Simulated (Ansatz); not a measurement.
Input:

IrW:
Space group Fm-3m (No. 225); a = 5.1471 Å, b = 5.1471 Å, c = 5.1471 Å, α = 90.00°, β = 90.00°, γ = 90.00°

```json
[
 {"atom": "Ir", "site": "4a", "symmetry": "m-3m", "x": "0.0000", "y": "0.0000", "z": "0.0000"},
 {"atom": "W", "site": "4b", "symmetry": "m-3m", "x": "0.5000", "y": "0.5000", "z": "0.5000"}
]
```
(The calculation used a cell of 2 atoms; values per cell refer to that cell.)

This is the PBEsol-relaxed structure.

**Question.** All from PBEsol (plane waves, PAW; program Ansatz), unless another level is named. Give the bulk modulus (Birch–Murnaghan fit).

**Answer.** 267 GPa.

**Question.** And the highest zone-centre frequency?

**Answer.** 1.30 THz.

**Question.** And the elastic constants (relaxed ions, GPa)?

**Answer.** C11 = 324, C12 = 238, C44 = -8.2.

The start of the workflow was typed in or built on a structure type; neither database checked (COD, Materials Project) lists it. COD files the formula under space group No. 51. Whether it is the stable phase at ambient conditions was not checked. The cell was relaxed with PBEsol under the symmetry of its start. At this level the phase is mechanically unstable. The run is not spin-polarised. Its formation energy is positive at this level, so the cell may be metastable or incomplete. As this level gives no gap, shear constants depend on the k-mesh and smearing (Fermi–Dirac, 0.1 eV here). As this level gives no gap, phonon frequencies hold no LO–TO term and depend on the k-mesh and smearing (Fermi–Dirac, 0.1 eV here). Spin–orbit coupling is left out wherever it is not named.

Potentials: the later of the program's two PAW sets.
